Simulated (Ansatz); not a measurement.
Here is the system:

CaSe:
```
CaSe
1.0
    0.00000     2.96743     2.96743
    2.96743     0.00000     2.96743
    2.96743     2.96743     0.00000
Ca Se
1 1
Direct
  0.00000   0.00000   0.00000
  0.50000   0.50000   0.50000
```

This is the r²SCAN-relaxed structure.

Task: All from r²SCAN (plane waves, PAW; program Ansatz), unless another level is named. Give the highest zone-centre frequency (without LO–TO term).

Result: 180 cm⁻¹.

Task: What about the zero-point energy?

Result: 28.2 meV/atom.

Task: Give the bulk modulus (Birch–Murnaghan fit).

Result: 52.0 GPa.

Space group Fm-3m (rock salt). The r²SCAN relaxation kept the symmetry of its start; phonons on a q-mesh show no instability.

Potentials: the later of the program's two PAW sets.
